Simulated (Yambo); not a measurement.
Yambo run on Be₃N₂ (space group P6_3/mmc, No. 194). The wavefunctions come from this Quantum ESPRESSO step (PBEsol, PseudoDojo standard norm-conserving files, scalar-relativistic):

```
&CONTROL
  calculation = 'nscf'
  pseudo_dir = './pseudo'
  outdir = './out'
/
&SYSTEM
  ibrav = 0
  nat = 10
  ntyp = 2
  ecutwfc = 88.0
  ecutrho = 352.0
  occupations = 'fixed'
  force_symmorphic = .true.
  nbnd = 136
/
&ELECTRONS
  conv_thr = 1e-08
  diago_full_acc = .true.
  diago_thr_init = 1e-08
/
ATOMIC_SPECIES
Be 9.0122 Be.upf
N 14.0070 N.upf
CELL_PARAMETERS angstrom
  2.841679970000   0.000000000000   0.000000000000
 -1.420839985000   2.460967043000   0.000000000000
  0.000000000000   0.000000000000   9.746840000000
ATOMIC_POSITIONS crystal
Be   0.333333333000   0.666666667000   0.078490000000
Be   0.666666667000   0.333333333000   0.921510000000
Be   0.666666667000   0.333333333000   0.578490000000
Be   0.333333333000   0.666666667000   0.421510000000
Be   0.000000000000   0.000000000000   0.250000000000
Be   0.000000000000   0.000000000000   0.750000000000
N   0.000000000000   0.000000000000   0.000000000000
N   0.000000000000   0.000000000000   0.500000000000
N   0.333333333000   0.666666667000   0.250000000000
N   0.666666667000   0.333333333000   0.750000000000
K_POINTS automatic
6 6 2 0 0 0
```

Yambo input:

```
rim_cut
gw0
dyson
el_el_corr
HF_and_locXC
ppa
em1d
RandQpts= 1000000
RandGvec= 1 Ry
EXXRLvcs= 88 Ry
VXCRLvcs= 352 Ry
Chimod= "HARTREE"
% BndsRnXp
 7 | 135 |
%
NGsBlkXp= 8 Ry
% LongDrXp
 1.0 | 1.0 | 1.0 |
%
PPAPntXp= 27.2114 eV
% GbndRnge
 1 | 135 |
%
GTermKind= "BG"
DysSolver= "n"
ExtendOut
% QPkrange
 1 | 1 | 22 | 23 |
 2 | 2 | 22 | 23 |
 7 | 7 | 22 | 23 |
 8 | 8 | 22 | 23 |
 13 | 13 | 22 | 23 |
 14 | 14 | 22 | 23 |
%
```

k points by index: 1 = Γ, 2 = A, 7 = M, 8 = L, 13 = K, 14 = H.

Resulting energies as the program prints them:

```
#    K-point    Band    Eo [eV]    E [eV]    E-Eo [eV]    Vxc [eV]    Vnlxc [eV]    Sc|Eo [eV]    Sc|E [eV]    dSc/dw|Eo [eV]    Re(Z)    Im(Z)
#
    1    22    0.000000    -0.748413    -0.748413    -17.57210    -21.51673    3.019536    3.196223    -6.423439    0.809023    -0.001005
    1    23    6.088120    6.951253    0.863132    -13.76963    -8.278126    -4.444602    -4.628370    -5.792731    0.824483    -0.001286
    2    22    -0.190586    -0.966922    -0.776336    -17.39497    -21.41277    3.058197    3.241470    -6.423221    0.809028    -0.001010
    2    23    6.741221    7.719561    0.978340    -14.31953    -8.490653    -4.630945    -4.850538    -6.099353    0.816796    -0.009026
    7    22    -1.397574    -2.254807    -0.857233    -16.78647    -21.16357    3.312955    3.519865    -6.566668    0.805590    -0.001817
    7    23    3.247930    4.009490    0.761560    -11.36364    -6.649458    -3.811223    -3.952626    -5.051983    0.843413    -0.858466E-3
    8    22    -1.737560    -2.640119    -0.902559    -16.49860    -20.99561    3.376017    3.594449    -6.583623    0.805181    -0.002567
    8    23    4.414210    5.253168    0.838959    -12.23128    -7.365620    -3.863606    -4.026698    -5.289388    0.837253    -0.885778E-3
    13    22    -0.582163    -1.331297    -0.749134    -17.09200    -21.03775    3.015286    3.196617    -6.585905    0.805134    -0.001048
    13    23    5.247875    6.197178    0.949303    -11.62963    -6.215290    -4.283613    -4.465037    -5.199912    0.839564    -0.990652E-3
    14    22    -1.662417    -2.517222    -0.854805    -16.06785    -20.22396    3.092984    3.301302    -6.629587    0.804088    -0.002565
    14    23    5.936658    6.828188    0.891530    -11.41739    -6.138619    -4.217714    -4.387242    -5.173848    0.840240    -0.891047E-3
```
(The two width columns are left out.) Convergence of these settings isn't established.

Geometry of the Materials Project entry, not relaxed at this level.

The structure is a Materials Project entry; no match was found in the copy of COD used, and its stability was not checked.
